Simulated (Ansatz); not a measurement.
An Ansatz (a program for electronic structure) input:

Ansatz 0.2 input:
```yaml
crystal:
  lattice:
    - [5.8336821914, 0.0, 0.0]
    - [0.0, 6.713305209, 0.0]
    - [0.0, 0.0, 5.4662102826]
  atoms:
    - { symbol: Zn, position: [0.5829463478, 0.8749403879, 0.9990259983] }
    - { symbol: Zn, position: [0.4170536522, 0.1250596121, 0.4990259983] }
    - { symbol: Zn, position: [0.9170536522, 0.3749403879, 0.4990259983] }
    - { symbol: Zn, position: [0.0829463478, 0.6250596121, 0.9990259983] }
    - { symbol: Sn, position: [0.5883924035, 0.3751340441, 0.9993268148] }
    - { symbol: Sn, position: [0.4116075965, 0.6248659559, 0.4993268148] }
    - { symbol: Sn, position: [0.9116075965, 0.8751340441, 0.4993268148] }
    - { symbol: Sn, position: [0.0883924035, 0.1248659559, 0.9993268148] }
    - { symbol: N, position: [0.5833863288, 0.3731283167, 0.37942104] }
    - { symbol: N, position: [0.4166136712, 0.6268716833, 0.87942104] }
    - { symbol: N, position: [0.9166136712, 0.8731283167, 0.87942104] }
    - { symbol: N, position: [0.0833863288, 0.1268716833, 0.37942104] }
    - { symbol: N, position: [0.5788659797, 0.8769592783, 0.3722161469] }
    - { symbol: N, position: [0.4211340203, 0.1230407217, 0.8722161469] }
    - { symbol: N, position: [0.9211340203, 0.3769592783, 0.8722161469] }
    - { symbol: N, position: [0.0788659797, 0.6230407217, 0.3722161469] }
kpoints:
  mp_grid: { grid: [4, 4, 4] }
  band_path:
    path:
      - [[0.0, 0.0, 0.0], [0.5, 0.0, 0.0], [0.5, 0.5, 0.0], [0.0, 0.5, 0.0], [0.0, 0.0, 0.0], [0.0, 0.0, 0.5], [0.5, 0.0, 0.5], [0.5, 0.5, 0.5], [0.0, 0.5, 0.5], [0.0, 0.0, 0.5]]  # Γ-X-S-Y-Γ-Z-U-R-T-Z
      - [[0.5, 0.0, 0.0], [0.5, 0.0, 0.5]]  # X-U
      - [[0.0, 0.5, 0.0], [0.0, 0.5, 0.5]]  # Y-T
      - [[0.5, 0.5, 0.0], [0.5, 0.5, 0.5]]  # S-R
      - [VBM, CBM]
    npoints: 6
basis: { xc_grid: 2 }
hamiltonian:
  xc: pbesol
  pseudopotentials: { kind: paw }
magnetization: { noncollinear: true, spin_orbit: true }
scf:
  n_extra_bands: 32
  convergence: { dr2_threshold: 0.0000000001 }
  occupations: { method: gaussian, width: 0.01 }
checkpoint: { write: soc.run }
output: { eigenvalues: true }
```

Task: How many symmetry operations and irreducible k-points will the run report?

Result: 4 operations, 27 of 64 k-points.

Task: With a cutoff of 420 eV, how many plane waves at Γ?

Result: 4207.

It took very roughly 50 core-minutes on shared server cores.

Space group Pna2_1. The cell was relaxed with PBEsol under the symmetry of its start.

Potentials: the later of the program's two PAW sets.

Ansatz is a plane-wave DFT program.
